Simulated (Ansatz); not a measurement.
Polymorphs of Mg, each relaxed with r²SCAN (plane waves, PAW; program Ansatz):

A: 9R (Sm type) (R-3m), a = b = 3.1878 Å, c = 23.1301 Å, α = β = 90.00°, γ = 120.00°

B: fcc (Cu type) (Fm-3m), a = 4.497 Å, b = 4.497 Å, c = 4.497 Å, α = 90.00°, β = 90.00°, γ = 90.00°

C: diamond (Fd-3m), a = 6.843 Å, b = 6.843 Å, c = 6.843 Å, α = 90.00°, β = 90.00°, γ = 90.00°

D: simple hexagonal (P6/mmm), a = b = 3.0773 Å, c = 3.0421 Å, α = β = 90.00°, γ = 120.00°

**Question.** Order them by energy per atom at 0 K (lowest first) at the level r²SCAN.

**Answer.** A (+0 meV/atom), B (+16 meV/atom), D (+271 meV/atom), C (+883 meV/atom)

Typed or built starts, not in the databases checked: C. Not the usual ambient phase: A; B; C; D. Unstable at this level: C; D. All cells were relaxed under the symmetry of their starts (and spin orders); stability against distortions was not tested throughout.

Energies hold the estimated change up to a 700 eV cutoff; steps of a few meV lie near the error of the meshes.

Potentials: the later of the program's two PAW sets.
